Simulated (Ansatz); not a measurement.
Ca3BiN:
```
Ca3BiN
1.0
    4.77953     0.00000     0.00000
    0.00000     4.77953     0.00000
    0.00000     0.00000     4.77953
Ca Bi N
3 1 1
Direct
  0.50000   0.00000   0.50000
  0.00000   0.50000   0.50000
  0.50000   0.50000   0.00000
  0.00000   0.00000   0.00000
  0.50000   0.50000   0.50000
```

Relaxed with LDA. Special points in fractions of this cell's reciprocal vectors: Γ (0.000, 0.000, 0.000); X (0.000, 0.500, 0.000); M (0.500, 0.500, 0.000); R (0.500, 0.500, 0.500).

Problem. List the band energies nearest the valence-band maximum at these points for the program Ansatz at the LDA level (PAW).

Solution. In eV from the valence-band maximum; about four levels below and three above (degenerate sets whole), none deeper than 8.9 eV; points with the same levels are listed once.

```json
[
 {"k": "Γ", "below": "-1.54 -1.54 -1.54 0.00 0.00 0.00", "above": "0.24 0.24 1.22"},
 {"k": "X", "below": "-1.39 -1.39 -1.30 -1.30", "above": "1.36 1.86 2.14"},
 {"k": "M", "below": "-1.76 -1.76 -1.58 -1.57", "above": "2.20 2.66 2.66"},
 {"k": "R", "below": "-2.97 -2.97 -2.97 -2.15 -2.15 -2.15", "above": "1.98 1.98 1.98"}
]
```

Space group Pm-3m (anti-perovskite). The workflow started from a Materials Project entry (that database holds measured and hypothetical structures alike); the Crystallography Open Database files this formula in space group No. 221, but the cells were not matched. Its standing as an ambient phase is unchecked. Symmetry was held in the LDA relaxation; of distortions, only those at the zone centre were tested. Scalar-relativistic: spin–orbit coupling is off unless named, which matters more the heavier the elements.

Potentials: the later of the program's two PAW sets.
